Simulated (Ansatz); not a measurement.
The calculation used Ansatz 0.2.0, DFT PBEsol, scalar-relativistic, plane waves, PAW.

Plane waves to 420 eV, a k mesh through Γ of 12×12×8 on the computed 2-atom cell and Gaussian smearing (0.10 eV); no spin polarisation.

```xyz
2
Lattice="3.4085 0.0268 0.0000 -1.6810 2.9653 0.0000 0.0000 0.0000 5.5567" Properties=species:S:1:pos:R:3 pbc="T T T"
Tl    0.1005    1.9367    1.3892
Tl    1.6270    1.0554    4.1675
```

Q: Is this geometry at equilibrium? Which atom feels the largest force?

A: It isn't. Atom 1 (Tl) feels (-0.07, 0.04, 0.00) eV/Å, 0.081 eV/Å in size, and symmetry-related atoms feel the same size.

Q: Give all forces and the stress.

A:
```tsv
atom	Fx	Fy	Fz
Tl1	-0.070	0.040	0.000
Tl2	0.070	-0.040	0.000
```
Stress (GPa, compression positive):
```
 0.89 -0.39  0.00
-0.39  0.44  0.00
 0.00  0.00  0.28
```

Spin–orbit coupling is left out, which can shift energies with elements as heavy as these.